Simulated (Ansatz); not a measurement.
Mg$_{2}$H$_{6}$Os:
```yaml
crystal:
  lattice:
    - [0.00000, 3.30922, 3.30922]
    - [3.30922, 0.00000, 3.30922]
    - [3.30922, 3.30922, 0.00000]
  atoms:
    - { symbol: Mg, position: [0.75000, 0.75000, 0.75000] }
    - { symbol: Mg, position: [0.25000, 0.25000, 0.25000] }
    - { symbol: H, position: [0.74436, 0.74436, 0.25564] }
    - { symbol: H, position: [0.25564, 0.25564, 0.74436] }
    - { symbol: H, position: [0.25564, 0.74436, 0.74436] }
    - { symbol: H, position: [0.74436, 0.25564, 0.25564] }
    - { symbol: H, position: [0.74436, 0.25564, 0.74436] }
    - { symbol: H, position: [0.25564, 0.74436, 0.25564] }
    - { symbol: Os, position: [0.00000, 0.00000, 0.00000] }
```

The program Ansatz at the PBEsol level (PAW) gives a gap of 3.25 eV without spin–orbit coupling, maximum at W, minimum on the Γ–X line, 83 % of the way from Γ.

**Question.** What happens when spin–orbit coupling is switched on?

**Answer.** The gap drops by 0.15 eV, to 3.10 eV; maximum at X, minimum on the Γ–X line, 82 % of the way from Γ.

**Question.** Give the electron effective mass with spin–orbit coupling.

**Answer.** 0.55, 0.55, 2.2 mₑ (principal values).

**Question.** Give the hole effective mass with spin–orbit coupling.

**Answer.** 4.0, 4.0, 12 mₑ (principal values).

Space group Fm-3m. The workflow started from a Materials Project entry (that database holds measured and hypothetical structures alike); the Crystallography Open Database copy checked does not list it. Its standing as an ambient phase is unchecked. The PBEsol relaxation kept the symmetry of its start; its stability against distortions is not shown here. No spin polarisation was allowed.

Potentials: the later of the program's two PAW sets.
